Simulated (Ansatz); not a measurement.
A relaxation of cell and atoms of Ga3BAs4, ordered on the zincblende lattice (R3m) with 8 atoms a cell with Ansatz, at the level PBE. It starts from a guessed cell.

```yaml
crystal:
  lattice:
    - [1.8672256185, 1.0780432135, 12.1966666667]
    - [-1.8672256185, 1.0780432135, 12.1966666667]
    - [0.0, -2.156086427, 12.1966666667]
  atoms:
    - { symbol: B, position: [1.0, 0.0, 0.0] }
    - { symbol: Ga, position: [0.25, 0.25, 0.25] }
    - { symbol: Ga, position: [0.5, 0.5, 0.5] }
    - { symbol: Ga, position: [0.75, 0.75, 0.75] }
    - { symbol: As, position: [0.3125, 0.3125, 0.3125] }
    - { symbol: As, position: [0.5625, 0.5625, 0.5625] }
    - { symbol: As, position: [0.8125, 0.8125, 0.8125] }
    - { symbol: As, position: [0.0625, 0.0625, 0.0625] }
kpoints:
  mp_grid: { grid: [8, 8, 8] }
hamiltonian:
  xc: pbe
scf:
  occupations: { method: fermi_dirac, width: 0.02 }
relax:
  f_tol: 0.005
  cell: {}
```

The trajectory has 10 recorded frames, each with fractional positions and then forces in eV/Å along x, y and z. Some frames, the last among them, repeat a geometry solved again on a basis re-selected at its cell; pressure is positive in compression.

Step 1: energy 0.0 meV/atom from step 1, largest force component 3.167 eV/Å, pressure +15.65 GPa; a = 12.386 Å, b = 12.386 Å, c = 12.386 Å, α = 17.34°, β = 17.34°, γ = 17.34°
```
B  0.0000 0.0000 0.0000     0.000   0.000   0.210
Ga 0.2500 0.2500 0.2500     0.000   0.000   0.038
Ga 0.5000 0.5000 0.5000     0.000   0.000  -0.011
Ga 0.7500 0.7500 0.7500     0.000   0.000  -0.362
As 0.3125 0.3125 0.3125     0.000   0.000   3.167
As 0.5625 0.5625 0.5625     0.000   0.000   0.066
As 0.8125 0.8125 0.8125     0.000   0.000  -0.004
As 0.0625 0.0625 0.0625     0.000   0.000  -3.104
```

Step 2: energy -176.9 meV/atom from step 1, largest force component 1.068 eV/Å, pressure +5.57 GPa; a = 12.632 Å, b = 12.632 Å, c = 12.632 Å, α = 17.47°, β = 17.47°, γ = 17.47°
```
B  0.9994 0.9994 0.9994     0.000   0.000   1.068
Ga 0.2530 0.2530 0.2530     0.000   0.000   0.208
Ga 0.5000 0.5000 0.5000     0.000   0.000   0.030
Ga 0.7473 0.7473 0.7473     0.000   0.000  -0.165
As 0.3178 0.3178 0.3178     0.000   0.000  -0.032
As 0.5637 0.5637 0.5637     0.000   0.000   0.124
As 0.8113 0.8113 0.8113     0.000   0.000  -0.206
As 0.0575 0.0575 0.0575     0.000   0.000  -1.028
```

Step 3: energy -209.7 meV/atom from step 1, largest force component 0.200 eV/Å, pressure +0.65 GPa; a = 13.091 Å, b = 13.091 Å, c = 13.091 Å, α = 17.03°, β = 17.03°, γ = 17.03°
```
B  0.0021 0.0021 0.0021     0.000   0.000  -0.179
Ga 0.2541 0.2541 0.2541     0.000   0.000  -0.030
Ga 0.5003 0.5003 0.5003     0.000   0.000  -0.160
Ga 0.7465 0.7465 0.7465     0.000   0.000  -0.182
As 0.3183 0.3183 0.3183     0.000   0.000   0.142
As 0.5635 0.5635 0.5635     0.000   0.000   0.200
As 0.8097 0.8097 0.8097     0.000   0.000   0.093
As 0.0556 0.0556 0.0556     0.000   0.000   0.116
```

Step 4: energy -211.2 meV/atom from step 1, largest force component 0.088 eV/Å, pressure +0.05 GPa; a = 12.988 Å, b = 12.988 Å, c = 12.988 Å, α = 17.33°, β = 17.33°, γ = 17.33°
```
B  0.0020 0.0020 0.0020     0.000   0.000  -0.088
Ga 0.2538 0.2538 0.2538     0.000   0.000   0.045
Ga 0.4999 0.4999 0.4999     0.000   0.000  -0.019
Ga 0.7459 0.7459 0.7459     0.000   0.000  -0.001
As 0.3185 0.3185 0.3185     0.000   0.000   0.053
As 0.5640 0.5640 0.5640     0.000   0.000   0.018
As 0.8099 0.8099 0.8099     0.000   0.000   0.014
As 0.0560 0.0560 0.0560     0.000   0.000  -0.021
```

Step 5: energy -211.5 meV/atom from step 1, largest force component 0.016 eV/Å, pressure +0.06 GPa; a = 13.022 Å, b = 13.022 Å, c = 13.022 Å, α = 17.25°, β = 17.25°, γ = 17.25°
```
B  0.0018 0.0018 0.0018     0.000   0.000  -0.015
Ga 0.2541 0.2541 0.2541     0.000   0.000   0.003
Ga 0.5000 0.5000 0.5000     0.000   0.000  -0.016
Ga 0.7459 0.7459 0.7459     0.000   0.000  -0.012
As 0.3186 0.3186 0.3186     0.000   0.000   0.000
As 0.5641 0.5641 0.5641     0.000   0.000   0.008
As 0.8099 0.8099 0.8099     0.000   0.000   0.016
As 0.0557 0.0557 0.0557     0.000   0.000   0.015
```

Step 6: energy -211.5 meV/atom from step 1, largest force component 0.006 eV/Å, pressure 0.00 GPa; a = 13.031 Å, b = 13.031 Å, c = 13.031 Å, α = 17.24°, β = 17.24°, γ = 17.24°
```
B  0.0018 0.0018 0.0018     0.000   0.000  -0.004
Ga 0.2541 0.2541 0.2541     0.000   0.000   0.001
Ga 0.5000 0.5000 0.5000     0.000   0.000  -0.001
Ga 0.7459 0.7459 0.7459     0.000   0.000  -0.001
As 0.3186 0.3186 0.3186     0.000   0.000  -0.002
As 0.5641 0.5641 0.5641     0.000   0.000   0.002
As 0.8099 0.8099 0.8099     0.000   0.000   0.000
As 0.0557 0.0557 0.0557     0.000   0.000   0.006
```

Step 7: energy -211.5 meV/atom from step 1, largest force component 0.000 eV/Å, pressure 0.00 GPa; a = 13.031 Å, b = 13.031 Å, c = 13.031 Å, α = 17.24°, β = 17.24°, γ = 17.24°
```
B  0.0018 0.0018 0.0018     0.000   0.000   0.000
Ga 0.2541 0.2541 0.2541     0.000   0.000   0.000
Ga 0.5000 0.5000 0.5000     0.000   0.000   0.000
Ga 0.7459 0.7459 0.7459     0.000   0.000   0.000
As 0.3186 0.3186 0.3186     0.000   0.000   0.000
As 0.5641 0.5641 0.5641     0.000   0.000   0.000
As 0.8099 0.8099 0.8099     0.000   0.000   0.000
As 0.0557 0.0557 0.0557     0.000   0.000   0.000
```

Step 8: energy -212.7 meV/atom from step 1, largest force component 0.002 eV/Å, pressure +0.06 GPa; a = 13.031 Å, b = 13.031 Å, c = 13.031 Å, α = 17.24°, β = 17.24°, γ = 17.24°
```
B  0.0018 0.0018 0.0018     0.000   0.000   0.002
Ga 0.2541 0.2541 0.2541     0.000   0.000  -0.001
Ga 0.5000 0.5000 0.5000     0.000   0.000   0.000
Ga 0.7459 0.7459 0.7459     0.000   0.000   0.000
As 0.3186 0.3186 0.3186     0.000   0.000  -0.001
As 0.5641 0.5641 0.5641     0.000   0.000   0.000
As 0.8099 0.8099 0.8099     0.000   0.000   0.000
As 0.0557 0.0557 0.0557     0.000   0.000   0.000
```

Step 9: energy -212.7 meV/atom from step 1, largest force component 0.001 eV/Å, pressure 0.00 GPa; a = 13.035 Å, b = 13.035 Å, c = 13.035 Å, α = 17.24°, β = 17.24°, γ = 17.24°
```
B  0.0018 0.0018 0.0018     0.000   0.000   0.000
Ga 0.2541 0.2541 0.2541     0.000   0.000   0.000
Ga 0.5000 0.5000 0.5000     0.000   0.000   0.000
Ga 0.7459 0.7459 0.7459     0.000   0.000  -0.001
As 0.3186 0.3186 0.3186     0.000   0.000   0.000
As 0.5641 0.5641 0.5641     0.000   0.000   0.000
As 0.8099 0.8099 0.8099     0.000   0.000   0.001
As 0.0557 0.0557 0.0557     0.000   0.000   0.000
```

Step 10: energy -212.7 meV/atom from step 1, largest force component 0.001 eV/Å, pressure 0.00 GPa; a = 13.035 Å, b = 13.035 Å, c = 13.035 Å, α = 17.24°, β = 17.24°, γ = 17.24°
```
B  0.0018 0.0018 0.0018     0.000   0.000   0.000
Ga 0.2541 0.2541 0.2541     0.000   0.000   0.000
Ga 0.5000 0.5000 0.5000     0.000   0.000   0.000
Ga 0.7459 0.7459 0.7459     0.000   0.000  -0.001
As 0.3186 0.3186 0.3186     0.000   0.000   0.000
As 0.5641 0.5641 0.5641     0.000   0.000   0.000
As 0.8099 0.8099 0.8099     0.000   0.000   0.001
As 0.0557 0.0557 0.0557     0.000   0.000   0.000
```

The walk took 8 steps, besides SCFs solved again on a fresh basis, and changed the volume by +15.2 %. The last SCF, on a fresh basis, lies 213 meV an atom below the first. At the end: it is trigonal, R3m (No. 160); a = 3.907 Å, c = 38.516 Å in the conventional setting, 21.21 Å³ an atom. Around B lie 4 As at 2.08–2.34 Å; around Ga lie 4 As at 2.43–2.48 Å; around Ga lie 4 As at 2.43–2.47 Å; around As lie 3 B at 2.34 Å and 1 Ga at 2.48 Å; around As lie 4 Ga at 2.43–2.47 Å; around As lie 1 B at 2.08 Å and 3 Ga at 2.43 Å.

Run as `ansatz run input.yaml --threads 4 --pin off --max-ram 6451MiB --backend cpu --events-out ev --progress --plain --runs-dir out`.

Q: It ran on 4 threads of Arm Neoverse V1 (shared host). About how long did it take, and what peak of host memory did it reach?

A: About 2.6 min, with a peak of 0.88 GiB.

All values are calculated for a non-magnetic cell, which may be hypothetical.
